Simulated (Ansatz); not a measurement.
MoS$_{2}$ (P6_3/mmc), relaxed with LDA (Ansatz, a quantum-chemistry and plane-wave program, plane waves, PAW): a = b = 3.1222 Å, c = 12.0779 Å, α = β = 90.00°, γ = 120.00°.

```
Property                              Value
------------------------------------  -----
gap (eV)                               0.71
ΔH_f (eV/atom)                        -1.02
K_Hill (GPa)                           60.6
G_Hill (GPa)                           45.1
ε∞                                     12.7
ε0                                     12.9
highest Γ mode, no LO–TO term (cm⁻¹)    475
electron conductivity mass (mₑ)        0.54
Θ_D (K)                                 376
```

The same phase is relaxed and computed with r²SCAN+D4 in the same code. What are the cell and these values now?

a = b = 3.174 Å, c = 12.487 Å, α = β = 90.00°, γ = 120.00°.

gap (eV): 1.06
ΔH_f (eV/atom): -1.00
K_Hill (GPa): 55.1
G_Hill (GPa): 37.9
ε∞: 11.6
ε0: 11.7
highest Γ mode, no LO–TO term (cm⁻¹): 474
electron conductivity mass (mₑ): 0.64
Θ_D (K): 349

Weakly bound layers, chains or molecules computed without a dispersion correction, so cells and soft constants are ill determined: MoS2, P6_3/mmc (Mo on 2c, S on 4f) with LDA. All cells were relaxed under the symmetry of their starts (and spin orders); stability against distortions was not tested throughout. Rows with no word on spin ran without spin polarisation. Spin–orbit coupling is left out wherever it is not named.

Potentials: the later of the program's two PAW sets.

Ansatz is a plane-wave DFT program.

Formation energies count from the lowest solids of the elements computed at the same level, not from gases.
